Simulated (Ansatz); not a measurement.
**Structure relaxation, Be**

The start is a relaxed Be cell, doubled along one cell vector, shaken by Gaussian noise of σ = 0.08 Å a coordinate. The structure is fully relaxed (lattice and positions, P = 0) with PBE (plane waves to 420 eV, PAW, scalar-relativistic; Ansatz, a program for electronic structure). The first steps use a coarse 9×17×17 k-mesh.

Input geometry:
```
CELL_PARAMETERS angstrom
      0.00000     3.15752     3.15752
      1.57876     0.00000     1.57876
      1.57876     1.57876     0.00000
ATOMIC_POSITIONS crystal
  Be 0.24857 0.52965 0.47604
  Be 0.75083 0.49650 0.57701
```

Q: Which atoms feel the largest initial force, and how large is it?

A: 0.63 eV/Å, on Be1, Be2 (atoms numbered as listed).

Q: How much energy is released per atom?

A: 0.03 eV/atom.

Q: How do the shortest distances between atoms change?

A: The closest pairs of elements (up to four, under 3.6 Å), start → end: Be–Be 2.13 → 2.23 Å.

Q: What band gap does the relaxed structure have at this level?

A: Zero (metallic).

Relaxed structure:

Space group Fm-3m (No. 225); a = 3.158 Å, b = 3.158 Å, c = 3.158 Å, α = 90.00°, β = 90.00°, γ = 90.00°

```
atom  site  symmetry       x       y       z
----  ----  --------  ------  ------  ------
Be      4a      m-3m  0.0000  0.0000  0.0000
```
(The calculation used a cell of 1 atom; values per cell refer to that cell.)

Final values are on a 25×25×25 k-mesh of the relaxed cell. No spin polarisation in the result.

The run could not lose the symmetry of its start: the end is stationary, and may be a saddle point rather than a minimum.

The relaxed structure here is a generated cell of Be: the first start was made by placing the elements on the sites of a structure type, and the end was not matched to a known phase here, so it may be hypothetical. Known forms of Be include space group No. 194.
